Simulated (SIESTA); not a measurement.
Mg3Te: changing the choice of potentials or basis

It takes space group I4/mmm (No. 139, tetragonal). The conventional cell has a = 4.279 Å, b = 4.279 Å, c = 10.565 Å, α = 90.00°, β = 90.00°, γ = 90.00°. Te (site symmetry 4/mmm) has 12 Mg at 3.03 to 3.40 Å as nearest neighbours. Around Mg (site symmetry -4m2) lie 8 Mg at 3.03 to 3.40 Å and 4 Te at 3.40 Å. Around Mg (site symmetry 4/mmm) lie 4 Te at 3.03 Å and 8 Mg at 3.40 Å.

The cell comes from a database or a generator and needn't be the stable form of this composition.

Kept alike: task band structure; functional PBEsol; k mesh 9 × 9 × 9; occupations fermi-dirac, width 0.05 eV; no spin polarisation. Program: SIESTA. The mesh is that of the run's cell of 4 atoms. No spin-orbit coupling.

| choice of potentials or basis | pressure (GPa) |
| --- | --- |
| files PseudoDojo sr-pbesol-0.4.1-standard, DZP (energy shift 0.003 Ry; two zetas on semicore shells) | 0.13 |
| files PseudoDojo sr-pbesol-0.4.1-standard, SZP (energy shift 0.003 Ry) | 1.67 |
| files PseudoDojo sr-pbesol-0.4.1-standard, TZDP (energy shift 0.003 Ry; two zetas on semicore shells) | -0.44 |
| files PseudoDojo sr-pbesol-0.4.1-standard, TZP (energy shift 0.003 Ry; two zetas on semicore shells) | -0.17 |

Pressure is positive in compression. For a metal such a mesh leaves the last digits unconverged.

Problem. What does the choice of potentials or basis change here?

Solution. The pressure runs from -0.44 (files PseudoDojo sr-pbesol-0.4.1-standard, TZDP (energy shift 0.003 Ry; two zetas on semicore shells)) to 1.67 GPa (files PseudoDojo sr-pbesol-0.4.1-standard, SZP (energy shift 0.003 Ry)).
